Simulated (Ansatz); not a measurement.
## Comparing deformations in MgS

All numbers below come from DFT PBEsol, scalar-relativistic, plane waves, PAW (Ansatz). The runs took a 420 eV cutoff, a Γ-centred 8×8×8 mesh and Gaussian smearing (0.05 eV). No spin polarisation. Energies are free energies at this smearing, counted from the undisturbed cell; pressure is positive in compression.

Reference structure (as given, not relaxed at this level; it stands at -0.9 GPa):

```
CELL_PARAMETERS angstrom
0.00000 2.60165 2.60165
2.60165 0.00000 2.60165
2.60165 2.60165 0.00000
ATOMIC_POSITIONS crystal
Mg 0.00000 0.00000 0.00000
S 0.50000 0.50000 0.50000
```

The cell is strained by ε times a Voigt pattern (xx, yy, zz, yz, xz, xy; engineering shear) with fractional coordinates fixed. τ = (1/V0) dE/dε comes from the stress tensor. Of each scan, only the three points used here are listed.

| pattern | ε | τ (GPa) |
| --- | --- | --- |
| (1, 1, 0, 0, 0, 0) | -0.0250 | -8.71 |
| (1, 1, 0, 0, 0, 0) | 0.0000 | 1.87 |
| (1, 1, 0, 0, 0, 0) | 0.0250 | 9.91 |
| (0, 0, 1, 0, 0, 0) | -0.0250 | -3.25 |
| (0, 0, 1, 0, 0, 0) | 0.0000 | 0.94 |
| (0, 0, 1, 0, 0, 0) | 0.0250 | 4.03 |
| (1, -1, 0, 0, 0, 0) | -0.0187 | -3.90 |
| (1, -1, 0, 0, 0, 0) | 0.0000 | 0.00 |
| (1, -1, 0, 0, 0, 0) | 0.0187 | 3.90 |

Task: Which constants do the scans give, and which deformation costs least for the same size of strain tensor?

Result: The slope dτ/dε at zero (parabola through three points) is pᵀCp: (1, 1, 0, 0, 0, 0) gives 2(C11 + C12) = 372 GPa; (0, 0, 1, 0, 0, 0) gives C11 = 146 GPa; (1, -1, 0, 0, 0, 0) gives 2(C11 − C12) = 209 GPa. The size of the strain tensor, ε:ε, is ε² times 2.0, 1.0, 2.0. Per unit of it the stiffnesses are 186, 146, 104 GPa, so (1, -1, 0, 0, 0, 0) is the softest of these: at ε:ε = (1 %)² the quadratic term costs 0.57 meV/atom against 1.02 for the stiffest.

Task: What else follows for this cubic crystal?

Result: From the unrounded slopes C11 = 145.6 and C12 = 40.6 GPa, so B = (C11 + 2 C12)/3 = 76 GPa and the Poisson ratio for a pull along a cube edge is C12/(C11 + C12) = 0.22. Symmetry also asks 2(C11 − C12) = 210 GPa, against 209 from its own scan.